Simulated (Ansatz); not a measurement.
Cr (simple cubic): energy against volume

Method: DFT, LDA (PW92), plane waves (420 eV) with PAW, scalar-relativistic (Ansatz). The PAW files were generated under PBE, with cores re-solved for the functional.

The cell is scaled uniformly from the relaxed one, with fractional coordinates and shape fixed. Energies are extrapolated to zero smearing, pressures are those at the given smearing. Magnetic state: non-magnetic.

A Birch-Murnaghan fit gives V₀ = 11.88 Å³/atom, B₀ = 225 GPa, B₀′ = 4.1.

Question: What are the energy above the minimum and the pressure at 10.953 Å³/atom?

Answer: 58.5 meV/atom and 21.74 GPa as computed.

Question: What are the energy above the minimum and the pressure at 11.429 Å³/atom?

Answer: 12.9 meV/atom and 9.57 GPa as computed.

Question: What are the energy above the minimum and the pressure at 13.334 Å³/atom?

Answer: 102.0 meV/atom and -20.30 GPa as computed.
